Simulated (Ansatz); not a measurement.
# TiSn$_{2}$O$_{6}$ (Cm) at 2 levels of theory

One geometry, relaxed with PBE; plane waves with PAW potentials in Ansatz, scalar-relativistic. No spin polarisation. Gaps are the least over mesh and band path; pressure is positive in compression.

Space group Cm (No. 8). a = 14.846 Å, b = 3.147 Å, c = 4.935 Å, α = 90.00°, β = 92.05°, γ = 90.00°
| atom | site | symmetry | x | y | z |
| --- | --- | --- | --- | --- | --- |
| Ti | 2a | m | 0.3434 | 0.0000 | 0.9743 |
| Sn | 2a | m | 0.1578 | 0.5000 | 0.0199 |
| Sn | 2a | m | 0.4955 | 0.5000 | 0.4972 |
| O | 2a | m | 0.4330 | 0.0000 | 0.6952 |
| O | 2a | m | 0.2831 | 0.5000 | 0.8079 |
| O | 2a | m | 0.0962 | 0.0000 | 0.8097 |
| O | 2a | m | 0.3994 | 0.5000 | 0.1833 |
| O | 2a | m | 0.2293 | 0.0000 | 0.1936 |
| O | 2a | m | 0.0624 | 0.5000 | 0.3190 |

```json
{"level": "PBE", "cutoff (eV)": "420", "k mesh": "10×10×6", "gap (eV)": "1.87", "pressure (GPa)": "0.0"}
```

Question: What comes out on the same cell with r2SCAN?

Answer:
| level | cutoff (eV) | k mesh | gap (eV) | pressure (GPa) |
| --- | --- | --- | --- | --- |
| r2SCAN | 500 | 10×10×6 | 2.38 | -6.4 |

The cell was found from a structure generator's guess, not taken from experiment.
